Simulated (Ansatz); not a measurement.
La₂GeI₂ in space group P-3m1 (No. 164; La on 2d, Ge on 1b, I on 2d), plane-wave PAW PBE (Ansatz code), all energies at zero smearing, with the estimated change up to a 700 eV cutoff added, with one set of potentials and settings (totals compare only within such a set). Cell of 5 atoms (2 La, 1 Ge, 2 I): -31827.495 eV.

```tsv
element	reference phase	E (eV/atom)
La	P6_3/mmc, 4 atoms in the cell	-6250.0953
Ge	Fd-3m, 2 atoms in the cell	-4294.9847
I	Cmce, 4 atoms in the cell	-7512.9095
```

Formation energy per atom, worked out: (-31827.495 − 2×(-6250.0953) − 1×(-4294.9847) − 2×(-7512.9095))/5 = -1.300 eV/atom (-125 kJ per mol of atoms), at 0 K, without zero-point energy or fitted corrections.

The workflow started from a Materials Project entry (that database holds measured and hypothetical structures alike); the Crystallography Open Database files this formula in space group No. 164, but the cells were not matched. Whether it is the stable phase at ambient conditions was not checked. The PBE relaxation kept the symmetry of its start; its stability against distortions is not shown here. A crystal of weakly bound layers computed without a dispersion correction: the cell and the soft elastic constants depend strongly on that. The references are the lowest solids computed at this level, not always the standard phases. Spin–orbit coupling is left out wherever it is not named.

Potentials: the later of the program's two PAW sets.
